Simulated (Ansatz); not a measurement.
According to r²SCAN (plane waves, PAW; program Ansatz), MoS₂ in the trigonal phase (R3m; Mo on 3a, S on 3a, S on 3a) relaxes to a = 3.185 Å, c = 19.495 Å. Mo has 6 nearest neighbours from 2.41 Å (trigonal prismatic); S on 3a has 3 nearest neighbours from 2.41 Å (trigonal pyramidal); S on 3a has 3 nearest neighbours from 2.41 Å (trigonal pyramidal). Against the elements it lies at -978 meV/atom, with no fitted shifts.

The Kohn–Sham gap is 1.15 eV (indirect).

The r²SCAN relaxation kept the symmetry of its start. No spin polarisation was allowed. A crystal of weakly bound layers computed without a dispersion correction: the cell and the soft elastic constants depend strongly on that. The references are the lowest solids computed at this level, not always the standard phases. Spin–orbit coupling is left out wherever it is not named.

Potentials: the earlier of the program's two PAW sets.
